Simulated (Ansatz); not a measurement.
ZnCu2SnS4:
```xyz
8
Lattice="-2.7070 2.7070 5.4105 2.7070 -2.7070 5.4105 2.7070 2.7070 -5.4105" Properties=species:S:1:pos:R:3 pbc="T T T"
Cu     0.0000     0.0000     0.0000
Cu     0.0000     2.7070     2.7053
Zn     2.7070     0.0000     2.7053
Sn     0.0000     0.0000     5.4105
S      1.3960     1.4310     4.0132
S      1.3110     1.2760    -1.3973
S      1.4310    -1.3960     6.8079
S      1.2760     4.1030     1.3973
```

Relaxed with r²SCAN. Special points in fractions of this cell's reciprocal vectors: Γ (0.000, 0.000, 0.000); X (0.000, 0.000, 0.500); P (0.250, 0.250, 0.250); N (0.000, 0.500, 0.000); M (0.500, 0.500, -0.500); S (0.313, 0.687, -0.313); S0 (-0.313, 0.313, 0.313); R (-0.125, 0.125, 0.500); G (0.500, 0.500, -0.125).

### Question
List the band energies nearest the valence-band maximum at these points for r²SCAN with spin–orbit coupling (plane waves, PAW; program Ansatz).

### Answer
In eV from the valence-band maximum; about four levels below and three above (degenerate sets whole), none deeper than 8.9 eV; points with the same levels are listed once.

```json
[
 {"k": "Γ", "below": "-0.07 -0.07 0.00 0.00", "above": "0.47 0.47 2.12 2.12"},
 {"k": "X", "below": "-0.53 -0.53 -0.42 -0.42", "above": "0.84 0.84 2.62 2.62"},
 {"k": "P", "below": "-0.62 -0.61 -0.57 -0.52", "above": "1.06 1.07 3.10"},
 {"k": "N", "below": "-1.02 -1.02 -0.51 -0.51", "above": "1.82 1.82 3.30 3.30"},
 {"k": "M", "below": "-0.88 -0.88 -0.88 -0.88", "above": "1.46 1.46 2.12 2.12"},
 {"k": "S", "below": "-0.73 -0.68 -0.60 -0.57", "above": "1.71 1.72 2.63 2.63"},
 {"k": "R", "below": "-0.68 -0.68 -0.60 -0.58", "above": "1.07 1.07 2.82"}
]
```

Space group I-4. Symmetry was held in the r²SCAN relaxation. The run is not spin-polarised.

Potentials: the later of the program's two PAW sets.
